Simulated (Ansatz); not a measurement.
Ga2Pt (fluorite or antifluorite type, Fm-3m), DFT-r²SCAN in the program Ansatz with PAW potentials, all energies at zero smearing, with the estimated change up to a 700 eV cutoff added, with one set of potentials and settings (totals compare only within such a set). Cell of 3 atoms (2 Ga, 1 Pt): -20120.693 eV.

```csv
element,reference phase,E (eV/atom)
Ga,"Cmce, 4 atoms in the cell",-3790.2722
Pt,"Fm-3m, 1 atoms in the cell",-12538.2501
```

Formation energy per atom, worked out: (-20120.693 − 2×(-3790.2722) − 1×(-12538.2501))/3 = -0.633 eV/atom (-61 kJ per mol of atoms), at 0 K, without zero-point energy or fitted corrections.

The workflow started from a Materials Project entry (that database holds measured and hypothetical structures alike); the Crystallography Open Database files this formula in space group No. 225, but the cells were not matched. Whether it is the stable phase at ambient conditions was not checked. The cell was relaxed with r²SCAN under the symmetry of its start; whether a distortion lowers the energy is not shown. No spin polarisation was allowed. The references are the lowest solids computed at this level, not always the standard phases. Scalar-relativistic: spin–orbit coupling is off unless named, which matters more the heavier the elements.

Potentials: the earlier of the program's two PAW sets.
